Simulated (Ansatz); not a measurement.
An Ansatz (an electronic-structure program) run. Input:

Ansatz 0.2 input:
```yaml
crystal:
  lattice:
    - [4.1386951509, 0.0, 0.0]
    - [-2.0693475754, 3.5842151392, 0.0]
    - [0.0, 0.0, 9.3524388468]
  atoms:
    - { symbol: In, position: [0.0, 0.5, 0.3333333333] }
    - { symbol: In, position: [0.5, 0.5, 0.6666666667] }
    - { symbol: In, position: [0.5, 0.0, 0.0] }
    - { symbol: P, position: [0.0, 0.5, 0.8333333333] }
    - { symbol: P, position: [0.5, 0.5, 0.1666666667] }
    - { symbol: P, position: [0.5, 0.0, 0.5] }
kpoints:
  mp_grid: { grid: [5, 5, 2] }
hamiltonian:
  xc: hse06
  pseudopotentials: { azcp: { folder: ./paw }, kind: paw }
scf:
  n_extra_bands: 6
  occupations: { method: fixed }
output:
  eigenvalues: true
  eigenstates:
    e_range: [-9.0, 8.6]
    kpoints:
      - [-0.020833, 0.0, 0.0]  # VBM
      - [0.0, 0.0, 0.0]  # CBM
```

Output (shortened):

```
Pseudopotentials: kind: paw
Pseudopotential: In, paw, valence charge 13
Pseudopotential: P, paw, valence charge 5
Functional definition: HSE06
davidson cushion auto → on  (no smearing: the cushion is to keep the highest requested band from converging to the state above it …
Crystal: 6 atoms, lattice volume = 138.734 Å³
Basis set: ecut = 420 eV, 2671 PW (Γ)
Bands: 33, of which v1, the nominal top of the filled ones, is band 27 counted from 1 (26 counted from 0)
Symmetry: 12 space group operations
Space group: P6422 (ITA 181), of the structure as read, at distance tolerance 5.2e-5 Å
k-points: 10 of 50
PAW frozen core: In, regenerated for the run's functional, and the local potential with it
PAW frozen core: P, regenerated for the run's functional, and the local potential with it
Initial density: superposition of atomic densities (chi_scale 0.1, normalization cell, long waves kept (reshape's long-wave potential 0.00 eV rms))
Initial wavefunctions: pseudopotential atomic-orbital guess
Eigensolver: davidson
Functional: x = pbe(κ = 0.804, μ = 0.2195149727645171), c = pbe(β = 0.06672455060314922), warm-up for x = pbe(κ = 0.804, μ = 0.2195149727645171) + 0.25 (exact …
SCF iter   1: F=—  HF=-19061.546012 eV  |F-HF|=—  |Δ(HF+E_count)|=         —  Δρ=3.33e-2  dr2=2.16e0  ethr=1.00e-1  ⟨swp⟩=4.7  Hψ=1037  notcnv=0
preconditioner: auto → none
SCF iter   2: F=—  HF=-19061.132679 eV  |F-HF|=—  |Δ(HF+E_count)|=   4.13e-1  Δρ=1.64e-2  dr2=2.58e-1  ethr=3.99e-3  ⟨swp⟩=4.5  Hψ=913  notcnv=0  defer=1
SCF iter   3: F=—  HF=-19061.103303 eV  |F-HF|=—  |Δ(HF+E_count)|=   2.94e-2  Δρ=6.58e-3  dr2=4.36e-2  ethr=4.79e-4  ⟨swp⟩=3.6  Hψ=849  notcnv=0  defer=1
iter 4 solved again at ethr=1.59e-6 eV; its pass at ethr=8.07e-5 eV (dr2=8.58e-4 eV) is discarded
SCF iter   4: F=—  HF=-19061.103582 eV  |F-HF|=—  |Δ(HF+E_count)|=   2.79e-4  Δρ=8.67e-4  dr2=7.94e-4  ethr=1.59e-6  ⟨swp⟩=5.3  Hψ=2119  notcnv=0  defer=1
SCF iter   5: F=—  HF=-19061.103267 eV  |F-HF|=—  |Δ(HF+E_count)|=   3.15e-4  Δρ=3.19e-4  dr2=7.67e-5  ethr=1.47e-6  ⟨swp⟩=3.1  Hψ=882  notcnv=0  defer=1
SCF iter   6: F=—  HF=-19061.103264 eV  |F-HF|=—  |Δ(HF+E_count)|=   3.40e-6  Δρ=8.47e-5  dr2=1.10e-5  ethr=1.42e-7  ⟨swp⟩=4.2  Hψ=950  notcnv=0
SCF iter   7: F=—  HF=-19061.103261 eV  |F-HF|=—  |Δ(HF+E_count)|=   2.55e-6  Δρ=2.73e-5  dr2=1.10e-6  ethr=2.03e-8  ⟨swp⟩=3.0  Hψ=796  notcnv=0
SCF iter   8: F=-19061.103261 eV  HF=-19061.103261 eV  |F-HF|=3.76e-8  |Δ(HF+E_count)|=   1.70e-7  Δρ=5.98e-6  dr2=3.31e-8  ethr=2.04e-9  ⟨swp⟩=3.9  Hψ=917  notcnv=0
SCF 1 converged in 8 iterations: F = -19061.103261 eV  dr2 = 3.31e-8
Crystal: 6 atoms, lattice volume = 138.734 Å³
Initial density: handed on by an earlier stage of this run
Initial wavefunctions: those handed on with the density
Functional: x = pbe(κ = 0.804, μ = 0.2195149727645171) + 0.25 (exact − pbe) at short range (hse, ω = 0.20786987370883472 Å⁻¹), c = pbe(β = 0.06672455060314922); HSE06 as pw.x's `hse` composes it (authors' and Libxc's form: `xc: wpbeh`)
Exchange kernel: α = 0.2500, screened, ω = 0.2079 Å⁻¹, Wigner–Seitz truncation, v(0) = 1044.8293 eV·Å³, q-mesh 5×5×2, nearest image of the exchange supercell L …
Frozen-core exchange: fock
iter 1 solved again at ethr=4.67e-5 eV; its pass at ethr=1.00e-1 eV (dr2=2.52e-2 eV) is discarded
SCF iter   1: F=—  HF=-19074.526439 eV  |F-HF|=—  |Δ(HF+E_count)|=         —  Δρ=5.43e-3  dr2=2.69e-2  ethr=4.67e-5  ⟨swp⟩=5.4  Hψ=2006  notcnv=0
preconditioner: auto → none
SCF iter   2: F=—  HF=-19074.518985 eV  |F-HF|=—  |Δ(HF+E_count)|=   7.45e-3  Δρ=1.92e-3  dr2=6.60e-3  ethr=4.53e-5  ⟨swp⟩=3.0  Hψ=769  notcnv=0
SCF iter   3: F=—  HF=-19074.542153 eV  |F-HF|=—  |Δ(HF+E_count)|=   2.32e-2  Δρ=1.17e-3  dr2=1.33e-3  ethr=6.31e-6  ⟨swp⟩=4.2  Hψ=1095  notcnv=0
SCF iter   4: F=—  HF=-19074.541810 eV  |F-HF|=—  |Δ(HF+E_count)|=   3.43e-4  Δρ=1.56e-4  dr2=7.96e-5  ethr=2.17e-6  ⟨swp⟩=2.8  Hψ=750  notcnv=0
SCF iter   5: F=-19074.542181 eV  HF=-19074.542187 eV  |F-HF|=6.25e-6  |Δ(HF+E_count)|=   3.78e-4  Δρ=1.35e-4  dr2=1.74e-5  ethr=5.77e-8  ⟨swp⟩=5.2  Hψ=1198  notcnv=0
SCF 2 stopped early in 5 iterations: F = -19074.542181 eV  dr2 = 1.74e-5
hybrid outer 1: dexx = +2.716e-2 eV, tail = 6.15e-5 eV
Crystal: 6 atoms, lattice volume = 138.734 Å³
Exchange kernel: α = 0.2500, screened, ω = 0.2079 Å⁻¹, Wigner–Seitz truncation, v(0) = 1044.8293 eV·Å³, q-mesh 5×5×2, nearest image of the exchange supercell L …
Frozen-core exchange: fock
SCF iter   1: F=—  HF=-19074.541645 eV  |F-HF|=—  |Δ(HF+E_count)|=         —  Δρ=4.84e-5  dr2=3.70e-6  ethr=5.70e-7  ⟨swp⟩=2.4  Hψ=734  notcnv=0
preconditioner: auto → none
iter 2 solved again at ethr=2.85e-10 eV; its pass at ethr=4.83e-9 eV (dr2=1.54e-7 eV) is discarded
SCF iter   2: F=—  HF=-19074.541645 eV  |F-HF|=—  |Δ(HF+E_count)|=   7.17e-8  Δρ=1.42e-5  dr2=2.72e-7  ethr=2.85e-10  ⟨swp⟩=2.9  Hψ=1915  notcnv=0
SCF iter   3: F=—  HF=-19074.541645 eV  |F-HF|=—  |Δ(HF+E_count)|=   7.25e-7  Δρ=9.12e-6  dr2=1.03e-7  ethr=2.85e-10  ⟨swp⟩=5.2  Hψ=1192  notcnv=0  defer=1
SCF iter   4: F=-19074.541645 eV  HF=-19074.541645 eV  |F-HF|=4.04e-9  |Δ(HF+E_count)|=   3.75e-8  Δρ=1.66e-6  dr2=5.90e-9  ethr=1.72e-10  ⟨swp⟩=3.0  Hψ=855  notcnv=0
SCF 3 converged in 4 iterations: F = -19074.541645 eV  dr2 = 5.90e-9
hybrid outer 2: dexx = +7.658e-7 eV, tail = 2.29e-8 eV, Δε = 2.34e-3 eV (about 8.13e-5 eV left of the loop's levels)
the search or the solves at the SCF's close seem to have found levels that the self-consistency loop had missed (the run counts 1) …
NSCF: frozen V_eff on 2 k-points
hybrid SCF converged: 2 outer / 9 inner (+8 warm-up), last move |dexx| = 7.66e-7 eV, tail = 2.29e-8 eV
Stability not checked (fock_operator)
Free energy (F): -19074.541645 eV
Frozen-core exchange: fock
Harris-Foulkes:  -19074.541645 eV  (|F-HF|=4.04e-9)
Internal energy: -19074.541645 eV  (E = F + TS)
E sigma→0 (E₀):  -19074.541645 eV
Fermi energy:    7.890780 eV
--- Per-component energies (eV) ---
  E_band       = -185.187103
  E_kinetic    = 859.483565
  E_local      = -3680.026018  (includes V_loc(G=0)·N_el)
  E_nonlocal   = 1073.981500
  E_hartree    = 1478.626381
  E_xc         = -517.681466
  E_vxc        = -361.182651  (∫ρ·V_xc dr)
  E_exx        = -120.957782  (= α·E_x^exact, valence–valence)
  E_paw        = -14326.758439  (= ΣΔE_a)
  E_vpaw       = -792.782566  (= ΣTr[D̂ρ^β])
  E_aug_tail   = 0.000465  (compensation charges beyond the density's cutoff)
  E_ewald      = -3842.516578
  E_core_change = 1.306726  (= ΣΔE_core)
  E_smearing   =  0.000000  (= −TS)
  E_closure    =  0.000000  (closes the sum)
  Σ components = -19074.541645   (vs F -19074.541645, Δ=3.64e-12)
  [band-id]    e_kinetic+e_local+e_nonlocal+2·e_hartree+e_vxc+2·e_exx+e_vpaw+e_augmentation_tail = -185.188506   (vs E_band -185.187103, Δ=-1.40e-3)
--- Band table (eV; the first three rows and the last of 10) ---
  k-point 0: bands = ["-8.4088", "-8.4088", "-8.3933", "-8.3933", "-8.3560", "-8.3246", "-8.3035", "-8.2754", "-8.2754", "-8.2641", "-8.2641", "-8.2630", "-8.2585", "-8.2585", "-8.2445", "-5.2029", "-3.7144", "-3.7144", "2.5604", "2.5604", "5.4037", "7.0130", "7.0130", "7.3322", "7.3322", "7.5404", "7.8908", "8.5492", "10.6171", "10.6171", "12.6484", "12.6484", "13.0904"]
  k-point 1: bands = ["-8.4545", "-8.4035", "-8.3621", "-8.3621", "-8.3165", "-8.3165", "-8.3155", "-8.3155", "-8.2864", "-8.2864", "-8.2840", "-8.2522", "-8.2469", "-8.2469", "-8.2427", "-4.8060", "-4.8060", "-2.7874", "0.9904", "5.3930", "5.3930", "5.8723", "5.8723", "7.3375", "7.4303", "7.4303", "7.7695", "10.2735", "10.2735", "10.4622", "12.1096", "12.9824", "13.2208"]
  k-point 2: bands = ["-8.4747", "-8.4662", "-8.3753", "-8.3598", "-8.3433", "-8.3117", "-8.3063", "-8.2960", "-8.2840", "-8.2700", "-8.2683", "-8.2551", "-8.2470", "-8.2270", "-8.2197", "-4.7976", "-3.3665", "-3.3374", "2.1733", "2.8322", "4.5447", "4.8079", "5.6951", "6.4238", "6.7939", "6.9043", "7.5634", "10.0614", "11.1756", "11.7247", "11.8380", "12.6060", "12.6563"]
  k-point 9: bands = ["-8.5420", "-8.5413", "-8.4151", "-8.3836", "-8.3223", "-8.3132", "-8.2928", "-8.2871", "-8.2738", "-8.2604", "-8.2511", "-8.2383", "-8.2061", "-8.2045", "-8.1894", "-3.1825", "-2.5987", "-2.5276", "0.9270", "1.7745", "3.1374", "4.1073", "4.2832", "4.4102", "4.7391", "6.2900", "6.9140", "10.4059", "10.8696", "11.2908", "12.2043", "12.2617", "12.6533"]
  band table: 33 of 33 bands, residual norms ≤ 1.0e-3 eV
```

Cost: very roughly 2.8 core-minutes on shared cores.

The points marked VBM and CBM come from a semilocal run.

Space group P6_422. The start of the workflow was typed in or built on a structure type; neither database checked (COD, Materials Project) lists it. It is not the phase usual at ambient conditions (space group No. 216). The cell was relaxed with r²SCAN under the symmetry of its start; its stability against distortions is not shown here. Scalar-relativistic: spin–orbit coupling is off unless named, which matters more the heavier the elements.

Potentials: the earlier of the program's two PAW sets.

Ansatz is a plane-wave DFT program.
